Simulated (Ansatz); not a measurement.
Values for one crystal, relaxed and computed with PBEsol (plane waves, PAW; program Ansatz); other levels are named.

```yaml
volume_per_atom: 15.98 Å³
electronic_character: metallic (no gap)
Density of states at the Fermi level: 0.12 states/eV per atom (mean over ±0.08 eV)
Poisson's ratio: 0.32
Young's modulus: 267 GPa
Elastic constants (relaxed ions, GPa): C11 = 405, C12 = 173, C13 = 165, C33 = 416, C44 = 79.1
hill_bulk_and_shear_moduli: 248 and 101 GPa
```

Question: Which compound is it?
A) ZrMo, rock salt
B) MoPt, rock salt
C) ZrTa, Pmma (Ta on 2e, Zr on 2f)
D) ZrPt3, P6_3/mmc (Pt on 6h, Zr on 2c)

Answer: D, ZrPt3, P6_3/mmc (Pt on 6h, Zr on 2c)

The start of the workflow was typed in or built on a structure type; the Crystallography Open Database copy checked does not list it. COD files the formula under space group No. 221. Its standing as an ambient phase is unchecked. The cell was relaxed with PBEsol under the symmetry of its start; whether a distortion lowers the energy is not shown. No spin polarisation was allowed. As this level gives no gap, shear constants depend on the k-mesh and smearing (Fermi–Dirac, 0.1 eV here). On the denser mesh and wider smearing of the elastic run this cell carries a stress of 0.4 GPa. Spin–orbit coupling is left out wherever it is not named.

Potentials: the earlier of the program's two PAW sets. The files were generated under PBE; for other functionals the program regenerates the frozen cores, and for LDA and PBEsol the local potential too.
